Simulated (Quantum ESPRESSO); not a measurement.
pw.x input (Quantum ESPRESSO 7.5; LDA, PseudoDojo standard norm-conserving files, scalar-relativistic):

```
&CONTROL
  calculation = 'scf'
  pseudo_dir = './pseudo'
  outdir = './out'
  tprnfor = .true.
  tstress = .true.
/
&SYSTEM
  ibrav = 0
  nat = 2
  ntyp = 2
  ecutwfc = 86.0
  ecutrho = 344.0
  occupations = 'smearing'
  smearing = 'fd'
  degauss = 0.002
  nbnd = 22
/
&ELECTRONS
  conv_thr = 2e-10
/
ATOMIC_SPECIES
Se 78.9710 Se.upf
Hg 200.5920 Hg.upf
CELL_PARAMETERS angstrom
  0.000000000000   3.031390998000   3.031390998000
  3.031390998000   0.000000000000   3.031390998000
  3.031390998000   3.031390998000   0.000000000000
ATOMIC_POSITIONS crystal
Se   0.250000000000   0.250000000000   0.250000000000
Hg   0.000000000000   0.000000000000   0.000000000000
K_POINTS automatic
8 8 8 0 0 0
```

End of the output:

```
     total energy              =    -575.82992971 Ry
     estimated scf accuracy    <       0.00000019 Ry
     total energy              =    -575.82992973 Ry
     estimated scf accuracy    <          6.6E-09 Ry
     total energy              =    -575.82992973 Ry
     estimated scf accuracy    <          5.6E-10 Ry
[...]
     the Fermi energy is     8.9549 ev
!    total energy              =    -575.82992973 Ry
     estimated scf accuracy    <          7.5E-11 Ry
     smearing contrib. (-TS)   =      -0.00001601 Ry
     internal energy E=F+TS    =    -575.82991372 Ry
     The total energy is F=E-TS. E is the sum of the following terms:
     one-electron contribution =    -342.01792301 Ry
     hartree contribution      =     176.13014934 Ry
     xc contribution           =    -102.62702250 Ry
     ewald contribution        =    -307.31511755 Ry
     convergence has been achieved in   9 iterations
     Forces acting on atoms (cartesian axes, Ry/au):
     atom    1 type  1   force =     0.00000000    0.00000000    0.00000000
     atom    2 type  2   force =     0.00000000    0.00000000    0.00000000
     Total force =     0.000000     Total SCF correction =     0.000000
     Computing stress (Cartesian axis) and pressure
          total   stress  (Ry/bohr**3)                   (kbar)     P=       -0.55
  -0.00000375  -0.00000000   0.00000000           -0.55       -0.00        0.00
  -0.00000000  -0.00000375  -0.00000000           -0.00       -0.55       -0.00
   0.00000000  -0.00000000  -0.00000375            0.00       -0.00       -0.55
```

Spin-orbit coupling is not included.

Geometry relaxed with LDA.
